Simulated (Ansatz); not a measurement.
Consider the following.

CF4:
```
CELL_PARAMETERS angstrom
      4.16431     2.10620     0.00000
     -4.16431     2.10620     0.00000
     -4.11892     0.00000     7.17590
ATOMIC_POSITIONS crystal
  F  0.38849 0.60609 0.60582
  F  0.60609 0.38849 0.89418
  F  0.61151 0.39391 0.39418
  F  0.39391 0.61151 0.10582
  C  0.68439 0.68439 0.25000
  C  0.31561 0.31561 0.75000
  F  0.76314 0.96823 0.29376
  F  0.96823 0.76314 0.20624
  F  0.23686 0.03177 0.70624
  F  0.03177 0.23686 0.79376
```

This is the r²SCAN+D4-relaxed structure. Tensor components refer to the Cartesian frame of this cell.

Question: All from the program Ansatz at the r²SCAN+D4 level (PAW), unless another level is named. Predict the static dielectric constant ε0 (ions relaxed, cell fixed).

Answer: 2.05 (xx), 2.04 (yy), 2.06 (zz).

Question: What about the electronic dielectric constant ε∞ (DFPT)?

Answer: 1.70 (xx), 1.70 (yy), 1.70 (zz).

Question: What about the Born charges (a third of the trace)?

Answer: F -0.62, C +2.48 e.

Space group C2/c. The workflow started from an entry of the Crystallography Open Database (COD). The cell was relaxed with r²SCAN+D4 under the symmetry of its start; whether a distortion lowers the energy is not shown. The substance is a gas or liquid at ambient conditions.

Potentials: the later of the program's two PAW sets.
